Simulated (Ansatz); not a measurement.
Here is the system:

InSb (zinc blende), conventional cell a = 6.557 Å, b = 6.557 Å, c = 6.557 Å, α = 90.00°, β = 90.00°, γ = 90.00°. The calculation uses the primitive cell of 2 atoms, to which meshes and values per cell refer.

This relaxed cell (volume V₀) is scaled evenly in all directions, its shape held. Symmetry pins the atoms to their sites.

Method: r2SCAN (plane waves to 500 eV, PAW, scalar-relativistic; Ansatz, a program for electronic structure). k mesh 12×12×12 (Γ-centred), Fermi-Dirac smearing 0.05 eV. Energies are smeared free energies. Compression counts positive. At this level the bands of InSb touch or barely overlap; measurements give the solid a gap. InSb was relaxed with its symmetry unable to fall. Spin-orbit coupling is left out, though Sb is heavy. The PAW data are Ansatz's earlier set. ΔE is measured from the relaxed starting cell.

The scan covers V/V₀ from 0.840 to 1.160 in 13 points.

### Question
What is the fitted pressure derivative B₀′?

### Answer
4.8.

### Question
What bulk modulus B₀ follows from a third-order Birch-Murnaghan fit?

### Answer
43.4 GPa.

(A scan under strain: stresses follow from slopes of the energy per volume, elastic moduli from its curvatures.)
